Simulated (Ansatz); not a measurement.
## Two states of TiNiO4

```
Ti Ni O
1.0
    -0.03092    4.57794    0.00000
     2.32020    2.28897    5.26055
     2.32020    2.28897   -5.26055
Ti Ni O
2 2 8
Direct
  0.25000 0.63350 0.36650
  0.75000 0.36650 0.63350
  0.25000 0.13000 0.87000
  0.75000 0.87000 0.13000
  0.36120 0.35470 0.93830
  0.13880 0.06170 0.64530
  0.63880 0.64530 0.06170
  0.86120 0.93830 0.35470
  0.12040 0.70990 0.81130
  0.37960 0.18870 0.29010
  0.87960 0.29010 0.18870
  0.62040 0.81130 0.70990
```

Level: PBE, with U_eff = 1.09 eV on Ni d, U_eff = 2.96 eV on Ti d (all-electron-ortho-atomic projectors); 420 eV; 6×4×4 Γ-centred mesh; fermi-dirac occupations (width 0.1 eV); Ansatz 0.2.0, fixed geometry.

State A: Ni3 up, Ni4 up (collinear spin). State B: Ni3 up, Ni4 down (collinear spin).

Question: Compare the two self-consistent states.

Answer: They are level within 1 meV an atom.

```
state  free energy (meV/atom)  largest moment in a small sphere (μB)  net moment (μB/cell)  gap on mesh (eV)  pressure (GPa)  largest force (eV/Å)
    A                     0.9                                   0.74                  3.43             metal            46.2                 11.65
    B                     0.0                                   0.69                  0.00             metal            45.8                 11.69
```

Origin: a known structure type with other elements, at an estimated volume, so it need not be a known compound. Caveats: another magnetic order, which this cell may not hold, can open a gap; the k mesh is coarse if the cell is a metal; atoms or cell far from equilibrium.
